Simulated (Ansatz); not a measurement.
# Kick test of a cell of HfZr₃Te₈

The cell was found from a structure generator's guess, not taken from experiment.

All numbers below come from DFT PBE, scalar-relativistic, plane waves, PAW (Ansatz). Plane waves to 420 eV, a k mesh through Γ of 6×6×6 on the computed 12-atom cell and Gaussian smearing (0.10 eV); no spin polarisation.

The cell below (12 atoms, space group P-3m1 (No. 164)) is relaxed within its symmetry.

```cif
data_structure
_symmetry_space_group_name_H-M 'P 1'
_symmetry_Int_Tables_number 1
_cell_length_a 7.9400
_cell_length_b 7.9400
_cell_length_c 7.0950
_cell_angle_alpha 90.000
_cell_angle_beta 90.000
_cell_angle_gamma 120.000
_cell_volume 387.36
loop_
_atom_site_label
_atom_site_type_symbol
_atom_site_fract_x
_atom_site_fract_y
_atom_site_fract_z
_atom_site_occupancy
Zr1 Zr 0.00000 0.50000 0.00000 1
Zr2 Zr 0.50000 0.00000 0.00000 1
Zr3 Zr 0.50000 0.50000 0.00000 1
Hf1 Hf 0.00000 0.00000 0.00000 1
Te1 Te 0.16566 0.33132 0.25289 1
Te2 Te 0.16566 0.83434 0.25289 1
Te3 Te 0.66667 0.33333 0.25406 1
Te4 Te 0.66868 0.83434 0.25289 1
Te5 Te 0.33132 0.16566 0.74711 1
Te6 Te 0.33333 0.66667 0.74594 1
Te7 Te 0.83434 0.16566 0.74711 1
Te8 Te 0.83434 0.66868 0.74711 1
```

For the test it was strained at random (σ = 1.5 % a component), the atoms were moved at random (σ = 0.10 Å), and all was relaxed again on a coarse 4×3×3 mesh (in the run’s order of axes) with 0.20 eV smearing, with no symmetry imposed.

No dispersion correction is applied, so the spacing and binding between layers, chains or molecules are poorly described. Spin–orbit coupling, which can matter for Hf and Te, is left out.

Task: Is the structure stable against such a distortion?

Result: It returns, within 1 meV/atom of the unmoved cell on that mesh and with the same symmetry when read at 0.1 Å (C2/m at 0.01 Å, so small strains and shifts remain). No instability shows in this cell; modes of other wave vectors, which need another repeat, aren't tested.
